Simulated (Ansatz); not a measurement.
Cd3Pt in space group I4/mmm (No. 139; Cd on 4d, Cd on 2b, Pt on 2a), plane-wave PAW PBE (Ansatz code), all energies at zero smearing, with the estimated change up to a 700 eV cutoff added, with one set of potentials and settings (totals compare only within such a set). Cell of 4 atoms (3 Cd, 1 Pt): -37287.174 eV.

| element | reference phase | E (eV/atom) |
|---|---|---|
| Cd | P6_3/mmc, 2 atoms in the cell | -8254.4547 |
| Pt | Fm-3m, 1 atoms in the cell | -12523.0127 |

Formation energy per atom, worked out: (-37287.174 − 3×(-8254.4547) − 1×(-12523.0127))/4 = -0.199 eV/atom (-19 kJ per mol of atoms), at 0 K, without zero-point energy or fitted corrections.

The workflow started from a Materials Project entry (that database holds measured and hypothetical structures alike); the Crystallography Open Database copy checked does not list it. With Cd and Pt taken as one species the cell has the higher symmetry Fm-3m, so it may be an ordered model of a mixed-site phase. Whether it is the stable phase at ambient conditions was not checked. Symmetry was held in the PBE relaxation; of distortions, only those at the zone centre were tested. No spin polarisation was allowed. The references are the lowest solids computed at this level, not always the standard phases. Scalar-relativistic: spin–orbit coupling is off unless named, which matters more the heavier the elements.

Potentials: the later of the program's two PAW sets.
